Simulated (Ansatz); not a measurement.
NbAgO3 (cubic perovskite, Pm-3m), plane-wave PAW LDA (Ansatz code). The conduction-band minimum lies at X, with 3 equivalent valleys. Second derivatives d²E/dk² of the lowest band at one valley (eV·Å²), along Cartesian directions:

```tsv
direction	d²E/dk²
[100]	30.21
[010]	30.21
[001]	1.599
[110]	30.19
[101]	15.91
[011]	15.91
```

Problem. Find the principal effective masses, the density-of-states mass and the conductivity mass.

Solution. Off-diagonal terms follow from H_xy = H[110] − (H_xx + H_yy)/2, and m*/mₑ = 7.620 eV·Å² over each eigenvalue: 0.25, 0.25, 4.8. One valley's DOS mass (m₁m₂m₃)^(1/3) = 0.67, conductivity mass 3/(Σ 1/mᵢ) = 0.37 mₑ.

Problem. What effective density of states Nc follows at 300 K for parabolic valleys?

Solution. Nc = 2.509e19 × 3 × (0.67)^(3/2) ≈ 4.1e19 cm⁻³.

The workflow started from a Materials Project entry (that database holds measured and hypothetical structures alike); the Crystallography Open Database copy checked does not list it. COD files the formula under space group No. 57, so this cell is another polymorph or a model. Its standing as an ambient phase is unchecked. Symmetry was held in the LDA relaxation. At this level the phase is dynamically unstable (imaginary phonons). No spin polarisation was allowed. Spin–orbit coupling is left out wherever it is not named.

Potentials: the later of the program's two PAW sets.

Edges and masses are those of Kohn–Sham bands, whose gap is no quasiparticle gap.
